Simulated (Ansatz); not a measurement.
TiB from its elements: all-electron against pseudopotential results

```
CELL_PARAMETERS angstrom
0.00000 2.45342 2.45342
2.45342 0.00000 2.45342
2.45342 2.45342 0.00000
ATOMIC_POSITIONS crystal
Ti 0.25000 0.25000 0.25000
B 0.00000 0.00000 0.00000
```

The cell comes from a relaxation on PAW files under the same functional, begun from a database entry that needn't be the ground state.

Level of theory: DFT with PBEsol, scalar-relativistic, in Ansatz 0.2.0; a Γ-centred 17×17×17 k mesh, Fermi–Dirac smearing of 0.05 eV, no spin polarisation. LAPW: all electrons, basis error target 0.5 meV/atom; PAW: frozen-core files, cutoff 420 eV; norm-conserving: pseudopotentials, cutoff 1143 eV.

The elements are taken as B alpha-B12, Ti hcp, each relaxed on PAW files under the same functional and computed by the same method as the compound; zero-point and thermal terms are left out.

The PAW files were made under PBE. The norm-conserving files are those that the library serves for this functional. The relaxed volume lies +59 % from the database entry's, so this cell isn't the real material's; missing dispersion or a faulty entry can cause that.

(1) What is the formation energy by LAPW, and how far do the other methods lie from it?

(2) Give the LAPW value for one formula unit in kJ/mol.

Answers

(1) 0.773 eV/atom; PAW -1.2 meV/atom; norm-conserving -7.2 meV/atom. The compound is unstable against these elements; other compounds of the system weren't compared.

(2) 0.773 eV/atom × 2 atoms × 96.485 kJ/(mol·eV) = 149.2 kJ/mol, at zero temperature and without zero-point motion.
